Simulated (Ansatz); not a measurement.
Al:
```cif
data_Al
_chemical_formula_sum 'Al1'
_space_group_name_H-M_alt 'P 1'
_space_group_IT_number 1
_cell_length_a 2.83856
_cell_length_b 2.83856
_cell_length_c 2.83856
_cell_angle_alpha 60.000
_cell_angle_beta 60.000
_cell_angle_gamma 60.000
loop_
_space_group_symop_operation_xyz
  'x, y, z'
loop_
_atom_site_label
_atom_site_type_symbol
_atom_site_fract_x
_atom_site_fract_y
_atom_site_fract_z
_atom_site_occupancy
Al1 Al 0.00000 0.00000 0.00000 1
```

Relaxed with PBEsol.

**Question.** Which orbitals make up the states near the Fermi level in the program Ansatz at the PBEsol level (PAW)?

**Answer.** Within 0.5 eV of the Fermi level: Al 3p 64 %, Al 3s 30 %, outside the projected shells 6 %. Projections are on Löwdin-orthogonalised atomic valence shells; empty p or d shells of many metals are not among them.

**Question.** Tabulate the density of states.

**Answer.** States/eV per cell of 1 atom, in 0.25 eV bins, energy from the Fermi level.

```csv
E (eV),total,Al 3p,Al 3s
-7.85,0.21,0.15,0.07
-7.60,0.22,0.15,0.07
-7.35,0.23,0.16,0.07
-7.10,0.24,0.16,0.07
-6.85,0.25,0.17,0.08
-6.60,0.25,0.17,0.08
-6.35,0.26,0.18,0.08
-6.10,0.27,0.19,0.08
-5.85,0.28,0.19,0.08
-5.60,0.28,0.20,0.09
-5.35,0.29,0.20,0.09
-5.10,0.30,0.21,0.09
-4.85,0.32,0.23,0.09
-4.60,0.32,0.24,0.08
-4.35,0.31,0.23,0.08
-4.10,0.31,0.22,0.08
-3.85,0.33,0.23,0.10
-3.60,0.34,0.23,0.10
-3.35,0.35,0.25,0.10
-3.10,0.37,0.27,0.10
-2.85,0.38,0.28,0.10
-2.60,0.37,0.27,0.10
-2.35,0.37,0.27,0.10
-2.10,0.35,0.25,0.09
-1.85,0.32,0.23,0.09
-1.60,0.35,0.25,0.09
-1.35,0.37,0.25,0.10
-1.10,0.38,0.25,0.11
-0.85,0.41,0.28,0.12
-0.60,0.39,0.27,0.10
-0.35,0.36,0.25,0.09
-0.10,0.37,0.23,0.12
0.15,0.40,0.25,0.13
0.40,0.42,0.26,0.13
0.65,0.43,0.27,0.13
0.90,0.42,0.26,0.12
1.15,0.41,0.26,0.12
1.40,0.42,0.26,0.12
1.65,0.43,0.27,0.13
1.90,0.44,0.27,0.13
2.15,0.44,0.27,0.13
2.40,0.44,0.27,0.13
2.65,0.46,0.28,0.13
2.90,0.46,0.28,0.13
3.15,0.46,0.28,0.13
3.40,0.47,0.28,0.13
3.65,0.48,0.29,0.12
3.90,0.48,0.29,0.12
4.15,0.49,0.30,0.12
4.40,0.50,0.31,0.12
4.65,0.50,0.31,0.11
```

Space group Fm-3m (fcc (Cu type)). Symmetry was held in the PBEsol relaxation.

Potentials: the later of the program's two PAW sets.
